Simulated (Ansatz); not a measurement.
Relaxed Ge (diamond):

```
CELL_PARAMETERS angstrom
      0.00000     2.83720     2.83720
      2.83720     0.00000     2.83720
      2.83720     2.83720     0.00000
ATOMIC_POSITIONS crystal
  Ge 0.50000 0.50000 0.50000
  Ge 0.75000 0.75000 0.75000
```

In this cell atom 2 (Ge, nearest neighbour Ge at 2.457 Å; its periodic images, 4.0 Å or more away, move with it) is moved by u·(1.000, 0.000, 0.000) + v·(0.000, 1.000, 0.000); the rest is frozen.

The numbers are results of r2SCAN (plane waves to 500 eV, PAW, scalar-relativistic; Ansatz, a quantum-chemistry and plane-wave program), not measurements. k mesh 8×8×8 (Γ-centred), Fermi-Dirac smearing 0.05 eV. E stands for the smeared free energy. As the smearing reaches across the gap at some points, energies and forces of such displacements shift with the k mesh and the smearing. Ge was relaxed with its symmetry unable to fall. The last digit holds for this mesh only.

Changes of ΔE (meV/cell) from the point u = 0.000 Å, v = 0.000 Å when one coordinate moves alone (two changes are said to add if the coupling is within 5 % of the smaller one, nearly so within 20 %):

| point | change |
|---|---|
| u = 0.000 Å, v = -0.610 Å | 1742.6 |
| u = 0.000 Å, v = -0.407 Å | 860.7 |
| u = 0.000 Å, v = -0.203 Å | 231.6 |
| u = -0.610 Å, v = 0.000 Å | 1742.6 |
| u = -0.407 Å, v = 0.000 Å | 860.7 |
| u = -0.203 Å, v = 0.000 Å | 231.6 |
| u = 0.203 Å, v = 0.000 Å | 231.6 |
| u = 0.407 Å, v = 0.000 Å | 860.7 |
| u = 0.610 Å, v = 0.000 Å | 1742.6 |
| u = 0.000 Å, v = 0.203 Å | 231.6 |
| u = 0.000 Å, v = 0.407 Å | 860.7 |
| u = 0.000 Å, v = 0.610 Å | 1742.6 |

Q: What is the change at u = -0.407 Å, v = -0.407 Å, where both move, and how far is it from the sum?

A: The sum of the single changes is 860.7 + (860.7) = 1721.4; the calculation gives 1867.0, so the coupling contributes 145.6 (under 20 % of the smaller single change, nearly additive).

Q: What is the change at u = 0.407 Å, v = -0.203 Å, where both move, and how far is it from the sum?

A: The sum of the single changes is 860.7 + (231.6) = 1092.3; the calculation gives 1125.7, so the coupling contributes 33.4 (under 20 % of the smaller single change, nearly additive).

Q: What is the change at u = 0.610 Å, v = -0.203 Å, where both move, and how far is it from the sum?

A: The sum of the single changes is 1742.6 + (231.6) = 1974.2; the calculation gives 2059.4, so the coupling contributes 85.2 (over 20 % of the smaller single change, not additive).

(A displaced cell: forces are minus the slopes of the energy, force constants its curvatures, and phonons follow from these.)
